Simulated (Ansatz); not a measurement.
Computed with DFT PBE, scalar-relativistic, plane waves, PAW (Ansatz 0.2.0). All cells share a 420 eV cutoff and Γ-centred k meshes spaced about 0.3 Å⁻¹ or finer (0.25 for metals, 2π included). No spin polarisation.

Relaxed structures of Al3BiO3, with energies over the first row. Coordination counts O atoms around Al and Bi (those within 1.25 times the shortest such distance or 1.15 times the sum of covalent radii; a plus sign parts nearer from farther groups; the shortest distance is added where it is long for a bond; a slash parts the counts of unlike sites).

```
#    form                               sites  V (Å³/atom)                              coordination  ΔE (meV/atom)
1  P6_3/m                  Al 6h; Bi 2c; O 6h         18.7                     Al 3, Bi 9 from 3.9 Å              0
2     R3m                  Al 9b; Bi 3a; O 9b         15.1                   Al 3, Bi 3+3 from 3.0 Å             32
3      Cm          Al 2a, 4b; Bi 2a; O 4b, 2a         15.3                   Al 3, Bi 2+4 from 3.0 Å             44
4    P31m                  Al 3c; Bi 1a; O 3c         22.7                     Al 3, Bi 3 from 3.4 Å             73
5    P3m1  Al 1b, 1a, 1b; Bi 1a; O 1b, 1a, 1c         16.5  Al 3 from 3.8 Å/4/3+3, Bi 1+6 from 4.2 Å             83
```

A further structure, relaxed alike:

```cif
data_structure
_symmetry_space_group_name_H-M 'P 1'
_symmetry_Int_Tables_number 1
_cell_length_a 6.5547
_cell_length_b 3.2399
_cell_length_c 6.6740
_cell_angle_alpha 90.000
_cell_angle_beta 90.409
_cell_angle_gamma 90.000
_cell_volume 141.73
loop_
_atom_site_label
_atom_site_type_symbol
_atom_site_fract_x
_atom_site_fract_y
_atom_site_fract_z
_atom_site_occupancy
Al1 Al 0.16119 0.50000 0.54277 1
Al2 Al 0.38452 0.00000 0.87130 1
Al3 Al 0.79585 0.50000 0.84852 1
Bi1 Bi 0.13375 0.50000 0.11866 1
O1 O 0.65930 0.00000 0.88881 1
O2 O 0.28405 0.00000 0.61545 1
O3 O 0.91467 0.50000 0.62250 1
```

Question: Where does it fall in the ranking, and at what energy?

Answer: It is the highest, 127 meV/atom above row 1, with space group Pm (No. 6) and 20.2 Å³/atom. Counting O atoms around Al and Bi, this cell has Al 2/1+2, Bi 10 from 3.6 Å and row 1 has Al 3, Bi 9 from 3.9 Å. Around Al on its first site lie 1 O at 1.70 Å, 2 O at 1.87 Å and 1 Bi at 2.83 Å; around Al on its second site lie 2 O at 1.80–1.83 Å and 2 Bi at 2.84 Å; Bi is surrounded by 4 Al at 2.83–2.85 Å and 2 Bi at 3.24 Å; O on its first site is surrounded by 3 Al at 1.80–1.87 Å; 3 more sites not described.

The k mesh leaves some 4 meV/atom of noise in the energy of each metallic cell. No dispersion correction is applied, so the spacing and binding between layers, chains or molecules are poorly described (P31m, P3m1), and this can change margins and order among such cells. These runs have no spin–orbit coupling, which can matter for Bi. With atoms moved at random, row 1 (by 23 meV/atom) fell into a lower structure and row 2 and row 3 came back. Row 4, row 5 and the further cell had no clear such test and can be saddle points.
